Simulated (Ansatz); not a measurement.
Ca₂RuO₃: rattling a relaxed structure

The structure comes from a generated guess, relaxed at this level; another structure or a mixture of phases may lie lower.

All numbers below come from DFT PBE, scalar-relativistic, plane waves, PAW in Ansatz. Cutoff 420 eV; k points 12×12×4 on the computed 6-atom cell (Γ-centred); Gaussian smearing, width 0.02 eV; no spin polarisation.

The cell below (6 atoms, space group P-3m1 (No. 164)) is relaxed within its symmetry.

```yaml
crystal:
  lattice:
    - [3.37612, 0.00000, 0.00000]
    - [-1.68806, 2.92381, 0.00000]
    - [0.00000, 0.00000, 7.47772]
  atoms:
    - { symbol: Ca, position: [0.33333, 0.66667, 0.31220] }
    - { symbol: Ca, position: [0.66667, 0.33333, 0.68780] }
    - { symbol: Ru, position: [0.00000, 0.00000, 0.00000] }
    - { symbol: O, position: [0.33333, 0.66667, 0.87283] }
    - { symbol: O, position: [0.66667, 0.33333, 0.12717] }
    - { symbol: O, position: [0.00000, 0.00000, 0.50000] }
```

For the test a repeat of it with 12 atoms (edges 3.38, 5.85, 7.48 Å) was strained at random (σ = 1.5 % a component), the atoms were moved at random (σ = 0.05 Å), and all was relaxed again on a coarse 4×2×2 mesh (in the run’s order of axes) with 0.10 eV smearing, with no symmetry imposed.

Task: Does it come back?

Result: It returns, within 1 meV/atom of the unmoved cell on that mesh and with the same symmetry when read at 0.1 Å. No instability shows in this cell; modes of other wave vectors, which need another repeat, aren't tested.
